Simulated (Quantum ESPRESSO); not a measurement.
# Where does Ge sit best among Si sites?

These are calculations, not measurements. They come from pw.x of Quantum ESPRESSO 7.5, a plane-wave density functional program, with PseudoDojo standard norm-conserving files (v0.5 for PBE, v0.4.1 for LDA and PBEsol). The cells are made up: elements, strain and atom displacements were drawn at random, and nothing was relaxed. There is no spin polarisation, spin-orbit coupling or dispersion term.

The cell has 8 sites of a zincblende or diamond lattice. Sites 1 to 4 hold Ge Si Ge Ge; sites 5 to 8 hold X X X X. Cell vectors in Å: (5.589, 0.000, 0.000); (0.000, 5.589, 0.000); (0.000, 0.000, 5.589). Settings: PBE, cutoff 1061 eV, 6 x 6 x 6 k mesh shifted by half a step, Fermi-Dirac smearing of 0.1 eV.

In each run one of the sites marked X holds Ge and the others hold Si; cell and positions stay the same. E is the free energy of the cell.

```
site of the guest,first shell,mean distance (Å),E above the lowest (eV),P (GPa),force on the guest (eV/Å)
5,Ge3Si,2.469,0.000,1.55,2.151
6,Ge3Si,2.440,0.040,1.60,1.607
7,Ge3Si,2.433,0.069,1.61,2.016
8,Ge3Si,2.351,0.222,1.85,1.894
```

A rerun of one of these cells at 1347 eV and k mesh 8 x 8 x 8 moved values by no more than 0.003 eV in the cell's energy, 0.03 GPa in stress and 0.002 eV/Å in force.

## Reading the table

Site 5 is lowest, by 0.040 eV, over three times the rerun's bound. A straight line of energy against the mean distance has a slope of -1.9 ± 0.2 eV/Å, so the guest costs less on the roomier sites. The positions are random and not relaxed, so the differences hold for this frozen cell and are not site preferences of a real crystal.